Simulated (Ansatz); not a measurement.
Relaxed LaTl$_{3}$ (Cu3Au type):

```
CELL_PARAMETERS angstrom
      9.47588     0.00000     0.00000
      0.00000     4.73794     0.00000
      0.00000     0.00000     4.73794
ATOMIC_POSITIONS crystal
  La 0.00000 0.00000 0.00000
  La 0.50000 0.00000 0.00000
  Tl 0.00000 0.50000 0.50000
  Tl 0.50000 0.50000 0.50000
  Tl 0.25000 0.00000 0.50000
  Tl 0.75000 0.00000 0.50000
  Tl 0.25000 0.50000 0.00000
  Tl 0.75000 0.50000 0.00000
```

A phonon eigenvector at X = (0.5, 0.0, 0.0) is frozen into this cell: atom i moves by Q times the vector below, so Q is the largest atomic displacement, in Å. The cell is held. (q is in reciprocal vectors of the primitive cell; the cell shown is doubled to hold the pattern.)

```tsv
atom	x	y	z
Tl5	-1.000	0.000	0.000
Tl6	1.000	0.000	0.000
Tl7	1.000	0.000	0.000
Tl8	-1.000	0.000	0.000
```

Atoms not listed stay in place.

All values below come from LDA (plane waves to 420 eV, PAW, scalar-relativistic; Ansatz, a program for electronic structure). k mesh 5×10×10 (Γ-centred), Fermi-Dirac smearing 0.05 eV. The energy includes the smearing's −TS. With partly filled bands, energies and forces of such displacements shift with the k mesh and the smearing. LaTl3 is run without spin polarisation. LaTl3 was relaxed with its symmetry unable to fall. Spin-orbit coupling is left out, though Tl is heavy. The zero of ΔE is the undisplaced structure. The last digit holds for this mesh only.

| Q (Å) | ΔE (meV/cell) |
|---|---|
| -0.180 | 232.9 |
| -0.150 | 160.6 |
| -0.120 | 102.3 |
| -0.090 | withheld |
| -0.060 | 25.4 |
| -0.030 | 6.4 |
| 0.000 | 0.0 |
| 0.030 | 6.4 |
| 0.060 | 25.4 |
| 0.090 | withheld |
| 0.120 | 102.3 |
| 0.150 | 160.6 |
| 0.180 | 232.9 |

Task: Fit an even polynomial form (powers 2, 4) to the given rows and predict ΔE at Q = 0.090.

Result: Least squares on the 11 given rows: ΔE = (7033)·Q² + (4773)·Q⁴, in meV/cell with Q in Å; root-mean-square residual 0.04 meV/cell. At 0.090 the fit gives 57.3 meV/cell; the calculation gives 57.3 meV/cell, the same to the digits shown. The quadratic term alone would give 57.0 meV/cell.

(A displaced cell: forces are minus the slopes of the energy, force constants its curvatures, and phonons follow from these.)
